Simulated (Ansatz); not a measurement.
Given:

Re$_{3}$W:
```cif
data_Re6W2
_chemical_formula_sum 'Re6 W2'
_space_group_name_H-M_alt 'I4/mmm'
_space_group_IT_number 139
_space_group_name_Hall '-I 4 2'
_cell_length_a 3.91891
_cell_length_b 3.91891
_cell_length_c 7.85266
_cell_angle_alpha 90.000
_cell_angle_beta 90.000
_cell_angle_gamma 90.000
loop_
_atom_site_label
_atom_site_type_symbol
_atom_site_symmetry_multiplicity
_atom_site_Wyckoff_symbol
_atom_site_fract_x
_atom_site_fract_y
_atom_site_fract_z
_atom_site_occupancy
Re1 Re 4 d 0.00000 0.50000 0.25000 1
Re2 Re 2 b 0.00000 0.00000 0.50000 1
W1 W 2 a 0.00000 0.00000 0.00000 1
```
(The calculation used a cell of 4 atoms; values per cell refer to that cell.)

This is the r²SCAN-relaxed structure.

### Question
All from plane-wave PAW r²SCAN (Ansatz code), unless another level is named. Predict the formation energy from the elements (no fitted shifts).

### Answer
0.14 eV/atom.

### Question
Next, the density of states at the Fermi level?

### Answer
0.72 states/eV per atom (mean over ±0.08 eV).

The first step of the workflow began from a Materials Project structure, measured or hypothetical; the Crystallography Open Database copy checked does not list it. Whether it is the stable phase at ambient conditions was not checked. The cell was relaxed with r²SCAN under the symmetry of its start; its stability against distortions is not shown here. No spin polarisation was allowed. The references are the lowest solids computed at this level, not always the standard phases. Spin–orbit coupling is left out wherever it is not named.

Potentials: the later of the program's two PAW sets.
